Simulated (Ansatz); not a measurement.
# What settings do to one calculation: Y started on a Na site in rocksalt NaF, 16 atoms, charge +2

Ansatz (PAW, plane waves), atoms fixed. The base input:

```yaml
crystal:
  lattice:
    - [9.260000, 0.000000, 0.000000]
    - [0.000000, 4.630000, 0.000000]
    - [0.000000, 0.000000, 4.630000]
  atoms:
    - { symbol: F, position: [0.242724, 0.984686, 0.008117] }
    - { symbol: F, position: [0.750976, 0.017588, 0.995983] }
    - { symbol: F, position: [0.014639, 0.482001, 0.996058] }
    - { symbol: F, position: [0.495403, 0.534833, 0.013780] }
    - { symbol: F, position: [0.006361, 0.019352, 0.472585] }
    - { symbol: F, position: [0.498881, 0.973338, 0.487656] }
    - { symbol: F, position: [0.242660, 0.506477, 0.504661] }
    - { symbol: F, position: [0.748153, 0.539422, 0.476917] }
    - { symbol: Na, position: [0.990862, 0.970190, 0.049512] }
    - { symbol: Na, position: [0.505190, 0.028337, 0.984297] }
    - { symbol: Na, position: [0.239052, 0.493308, 0.991280] }
    - { symbol: Na, position: [0.742236, 0.498647, 0.987010] }
    - { symbol: Na, position: [0.248365, 0.018028, 0.502268] }
    - { symbol: Na, position: [0.745527, 0.981013, 0.493352] }
    - { symbol: Na, position: [0.993213, 0.525762, 0.526881] }
    - { symbol: Y, position: [0.504137, 0.495688, 0.506585] }
kpoints:
  mp_grid: { grid: [2, 2, 2], shift: [0.5, 0.5, 0.5] }
hamiltonian:
  xc: pbesol
total_charge: 2
scf:
  occupations: { method: fermi_dirac, width: 0.01 }
output:
  forces: true
  eigenvalues: true
  populations: true
  charged_corrections: { epsilon: 5.1 }
```

Command:

```sh
ansatz run in.yaml --threads 8 --pin off --max-ram 13300MiB --runs-dir r --events-out ev --progress --plain
```

It converged in 11 iterations and 0.8 s of wall time on 8 threads of an EPYC 9R45 processor, on a host shared with other runs; peak host memory 0.65 GiB; largest force component 3.21 eV/Å. The cutoff was the default, 420 eV. The base isn't a converged reference: it has few k points, and its atoms are unrelaxed. Each run below changes the keys shown and caps the iterations.

```tsv
run	changed	ending	iterations	free energy less the base (meV per atom)	rms change of forces (eV/Å)	change of pressure (GPa)	wall time (s, shared host)
1	xc_grid 1 (2 is the default), max_iter 70, total_charge 3	converged	43	other zero	0.613	–	1.6 CPU
2	mixing beta 0.4, mixing algorithm anderson, n_extra_bands 60, max_iter 80	converged	11	0.0	0.000	–	1 CPU
3	n_extra_bands 1, max_iter 50	converged	11	0.0	0.000	–	0.6 CPU
4	mixing beta 0.03, mixing algorithm anderson, max_iter 70	converged	30	0.0	0.000	–	1.2 CPU
5	initial_magnetization 1, max_iter 90	converged	12	0.0	0.000	–	1.3 CPU
6	xc pbe0, xc_grid 3 (2 is the default), max_iter 80, k points a 2×2×1 mesh centred on Γ	converged	22	other zero	0.353	–	6.6 CPU
```

«Other zero»: another functional, charge or dispersion term moves the zero of energy, so the difference says nothing of accuracy.

Runs with exact exchange count the iterations of all their loops.

Question: Which changes leave the result alone, and which of the same physical model moves the forces most?

Answer: The forces move by under 0.002 eV/Å in runs 2, 3, 4, 5. Among the runs with the same functional, charge and dispersion term, none moves them by over 0.01 eV/Å.
